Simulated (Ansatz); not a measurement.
This cell of WS2 (2H-MoS2 type, space group P6_3/mmc) is off equilibrium:

```
WS2
1.0
    3.15429     0.00000     0.00000
   -1.57715     2.73170     0.00000
    0.00000     0.00000    12.14086
W S
2 4
Direct
  0.33333   0.66667   0.25000
  0.66667   0.33333   0.75000
  0.33333   0.66667   0.62030
  0.66667   0.33333   0.12030
  0.66667   0.33333   0.41223
  0.33333   0.66667   0.87970
```

These are PBE-D3(BJ) (plane waves to 420 eV, PAW, scalar-relativistic; Ansatz, a program for electronic structure) values and carry that method's errors. k mesh 10×10×3 (Γ-centred), Fermi-Dirac smearing 0.05 eV. Energies are smeared free energies. Stress and pressure are positive under compression. As the smearing reaches across the gap at some points, energies and forces of such displacements shift with the k mesh and the smearing. Spin-orbit coupling is left out, though W is heavy. The PAW data are Ansatz's earlier set. WS2 is run without spin polarisation. WS2 was relaxed with its symmetry unable to fall.

Predict the force on every atom, in eV/Å.


| atom | Fx | Fy | Fz |
|---|---|---|---|
| W1 | 0.000 | 0.000 | 3.723 |
| W2 | 0.000 | 0.000 | 0.049 |
| S3 | 0.000 | 0.000 | 0.219 |
| S4 | 0.000 | 0.000 | 0.525 |
| S5 | 0.000 | 0.000 | -4.521 |
| S6 | 0.000 | 0.000 | 0.005 |

What is the stress tensor (GPa)?


```
   -3.5      0.0      0.0
    0.0     -3.5      0.0
    0.0      0.0    -12.8
```
The pressure, a third of the trace, is -6.6 GPa.

In it atom 5 sits (0.000, 0.000, 0.395) Å away from its relaxed site. What is its energy relative to the relaxed cell?

1066 meV/cell.

(A displaced cell: forces are minus the slopes of the energy, force constants its curvatures, and phonons follow from these.)
